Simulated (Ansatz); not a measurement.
The elements of this relaxed trial crystal are hidden behind letters.

```
lattice vectors (Å)
   4.5660    0.0000    0.0000
  -2.2830    3.9543    0.0000
   0.0000    0.0000    9.5170
fractional positions
X 0.3333 0.6667 0.0000
X 0.6667 0.3333 0.5000
Z 0.6667 0.3333 0.7834
Z 0.6667 0.3333 0.2166
Z 0.3333 0.6667 0.5000
Q 0.0000 0.0000 0.0000
```

Theory: Ansatz, DFT PBE, scalar-relativistic, plane waves, PAW. The final run on the 6-atom cell used 420 eV, a Γ-centred 12×12×4 mesh, 0.10 eV smearing and collinear spin.

```
Space group                                : P-6m2 (No. 187)
Conventional cell                          : a = 4.566 Å, c = 9.517 Å
Volume per atom                            : 28.64 Å³
Density                                    : 4.42 g/cm³
Energy over the elements                   : −0.67 eV/atom
Gap on the 12×12×4 mesh of the 6-atom cell : 0 eV (a metal)
Net moment per atom                        : 0.49 μB
```

Energies are uncorrected and count from the elements' standard states at the same level.

Question: X is a d-block element of period 5, Z is a p-block element of period 4 and Q is a p-block element of period 3. Which elements are they?

Answer: X = Zr, Z = Br, Q = Cl, so the formula is Zr2Br3Cl. Density times volume gives a mean mass of 4.42 × 28.64/1.6605 = 76.2 u per atom, and this set has 76.3 u. Zr on its first site has 3 Cl at 2.64 Å and 6 Br at 3.35 Å; Br on a site of symmetry 3m is surrounded by 1 Zr at 2.70 Å, 3 Cl at 3.35 Å and 3 Zr at 3.35 Å; Cl is surrounded by 3 Zr at 2.64 Å and 6 Br at 3.35 Å; 2 more sites not described. Other sets within the hints have nearly the same mass, so mass alone doesn't settle it; this one was computed.

Another magnetic order may lie lower. A structure relaxed within its symmetry needn't be a true minimum.
